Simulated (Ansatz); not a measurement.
## Field gradients at the nuclei in H₂SO₄

The cell is a Materials Project structure (computed, not necessarily an observed phase), taken as it stands.

Space group Cc (No. 9); a = 8.1823, b = 4.8173, c = 9.0837 Å, β = 110.65°.

| site | Wyckoff | site symmetry | x | y | z |
| --- | --- | --- | --- | --- | --- |
| H1 | 4a | 1 | 0.5827 | 0.8837 | 0.6097 |
| H3 | 4a | 1 | 0.2595 | 0.0129 | 0.8317 |
| S | 4a | 1 | 0.4822 | 0.6105 | 0.7447 |
| O7 | 4a | 1 | 0.4999 | 0.8173 | 0.8634 |
| O8 | 4a | 1 | 0.4822 | 0.7543 | 0.5882 |
| O11 | 4a | 1 | 0.1462 | 0.9141 | 0.7953 |
| O12 | 4a | 1 | 0.8357 | 0.9246 | 0.6971 |

One atom of each set is listed; the run and its k-mesh use a cell of 14 atoms with edges of 4.75, 4.75, 9.08 Å.

Method: Kohn–Sham DFT in Ansatz, PBE, plane waves and PAW, scalar-relativistic, 420 eV cutoff, Γ-centred 5×5×3 k-points, Fermi–Dirac smearing 0.02 eV.

V_zz is the principal component of the electric field gradient with the largest magnitude, η = (V_xx − V_yy)/V_zz and C_Q = eQV_zz/h.

H-2: I = 1, Q = 2.858 mb; 33S: I = 3/2, Q = -69.40 mb; 17O: I = 5/2, Q = -25.58 mb. Nuclear quadrupole moments: year-2017 set (Pyykkö).

```json
{"site": "H1", "atoms": "2", "first shell": "1 O at 0.99 Å; also 1 O at 1.95 Å", "V_zz (10²¹ V/m²)": "3.31", "η": "0.13", "C_Q (MHz)": "0.228"}
{"site": "H3", "atoms": "2", "first shell": "1 O at 0.99 Å; also 1 O at 2.11 Å", "V_zz (10²¹ V/m²)": "3.51", "η": "0.10", "C_Q (MHz)": "0.243"}
{"site": "S", "atoms": "2", "first shell": "4 O at 1.44–1.58 Å", "V_zz (10²¹ V/m²)": "-5.97", "η": "0.79", "C_Q (MHz)": "10.0"}
{"site": "O7", "atoms": "2", "first shell": "1 S at 1.44 Å", "V_zz (10²¹ V/m²)": "12.12", "η": "0.10", "C_Q (MHz)": "-7.50"}
{"site": "O8", "atoms": "2", "first shell": "1 H at 0.99 Å, 1 S at 1.58 Å, angle 111°", "V_zz (10²¹ V/m²)": "15.22", "η": "0.97", "C_Q (MHz)": "-9.42"}
{"site": "O11", "atoms": "2", "first shell": "1 H at 0.99 Å, 1 S at 1.57 Å, angle 114°", "V_zz (10²¹ V/m²)": "15.49", "η": "0.92", "C_Q (MHz)": "-9.58"}
{"site": "O12", "atoms": "2", "first shell": "1 S at 1.44 Å; also 1 H at 1.95 Å", "V_zz (10²¹ V/m²)": "13.03", "η": "0.12", "C_Q (MHz)": "-8.06"}
```

At H1 and H3 V_zz points along its bond to O (within 2°) in each case. At O7 and O12 V_zz points along its bond to S (within 2°) in each case.

The largest force is 0.3 eV/Å, so the atoms aren't at the calculated equilibrium and relaxing them would move these values. Where η is near 1 the sign of V_zz means little.

Hardware: 1 thread of Intel Xeon Platinum 8488C (Sapphire Rapids) (x86_64; 16 cores open to the job, memory cap 2.5 GiB, no GPU), a shared host with a load of 0.3 a core. Wall time 15 s, CPU time 15 s, peak memory 0.49 GiB.
